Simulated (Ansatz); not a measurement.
Al₂Cu:
```cif
data_Al8Cu4
_chemical_formula_sum 'Cu4 Al8'
_space_group_name_H-M_alt 'I4/mcm'
_space_group_IT_number 140
_space_group_name_Hall '-I 4 2c'
_cell_length_a 6.05139
_cell_length_b 6.05139
_cell_length_c 4.88727
_cell_angle_alpha 90.000
_cell_angle_beta 90.000
_cell_angle_gamma 90.000
loop_
_atom_site_label
_atom_site_type_symbol
_atom_site_symmetry_multiplicity
_atom_site_Wyckoff_symbol
_atom_site_fract_x
_atom_site_fract_y
_atom_site_fract_z
_atom_site_occupancy
Cu1 Cu 4 a 0.00000 0.00000 0.25000 1
Al1 Al 8 h 0.34137 0.15863 0.00000 1
```
(The calculation used a cell of 6 atoms; values per cell refer to that cell.)

Relaxed at zero pressure with plane-wave PAW PBE (Ansatz code).

**Question.** The volume is raised by 6 % and shape and atoms relax at that volume. What pressure results, and how do the axes share the change?

**Answer.** -5.1 GPa; a 1.9 %, b 1.9 %, c 2.1 %; the energy rises by 15 meV/atom.

**Question.** Give the new structure.

**Answer.** 
Space group I4/mcm (No. 140); a = b = 6.1644 Å, c = 4.9922 Å, α = β = γ = 90.00°

```tsv
atom	site	symmetry	x	y	z
Cu	4a	422	0.0000	0.0000	0.2500
Al	8h	m.2m	0.3408	0.1592	0.0000
```

The phase is kept; no other phase was compared at this pressure.

The PBE relaxation kept the symmetry of its start; of distortions, only those at the zone centre were tested. No spin polarisation was allowed. Axis ratios of metals converge slowly with the k-mesh, so a and c are less sure than the volume.

Potentials: the later of the program's two PAW sets.
